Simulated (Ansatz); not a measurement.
**An elastic constant from a strain scan in SnO2**

Method: DFT r2SCAN, scalar-relativistic, plane waves, PAW (Ansatz). Cutoff 500 eV, Γ-centred 10×10×10 k-points, Gaussian smearing of 0.05 eV. No spin polarisation. Energies are free energies at this smearing, counted from the undisturbed cell; pressure is positive in compression.

The starting cell (relaxed at this level; this form isn't the usual structure):

```
CELL_PARAMETERS angstrom
-1.99954 1.99954 5.10209
1.99954 -1.99954 5.10209
1.99954 1.99954 -5.10209
ATOMIC_POSITIONS crystal
Sn 0.75000 0.25000 0.50000
Sn 0.00000 0.00000 0.00000
O 0.79637 0.79637 0.00000
O 0.95363 0.45363 0.50000
O 0.20363 0.20363 0.00000
O 0.54637 0.04637 0.50000
```

The cell is strained by ε times the Voigt pattern (0, 0, 1, 0, 0, 0) (xx, yy, zz, yz, xz, xy; engineering shear) with fractional coordinates fixed. The cell holds 6 atoms in V0 = 81.60 Å³. The stress column is τ = (1/V0) dE/dε, got from the stress tensor σ (compression positive) at each point as −det(1 + εP) σ : P(1 + εP)⁻¹, with P the pattern as a tensor.

```
      ε  ΔE (meV/atom)  τ (GPa)
-0.0200          7.016   -8.581
-0.0150          3.872   -6.254
-0.0100          1.690   -4.053
-0.0050          0.417   -1.974
 0.0000          0.000   -0.010
 0.0050          0.392    1.844
 0.0100          1.550    3.592
 0.0150          3.428    5.239
 0.0175          4.624    6.026
 0.0200              ?        ?
```

Problem. Which combination of elastic constants does this scan measure, and how large is it?

Solution. For small ε, τ = τ0 + Kε with K = pᵀCp, which for this pattern is C33 in the Cartesian frame shown. The parabola through τ at ε = -0.0050, 0 and 0.0050 has slope K = 382 GPa at zero. The energies per cell, E = NΔE, of the same two points give K = 2[E(ε₊)/ε₊ − E(ε₋)/ε₋]/[(ε₊ − ε₋)V0] = 381 GPa, in agreement. These are clamped-ion values.

Problem. Predict the withheld row at ε = 0.0200 from the harmonic law, and compare.

Solution. ΔE = V0(τ0 ε + Kε²/2)/N = 6.465 meV/atom and τ = 7.63 GPa. The calculation gives 5.984 meV/atom and 6.79 GPa: the energy lies 7 % below the harmonic value, as bonds soften when stretched.

Forces appear on the atoms along this scan, and letting them relax would lower the energy and soften the response.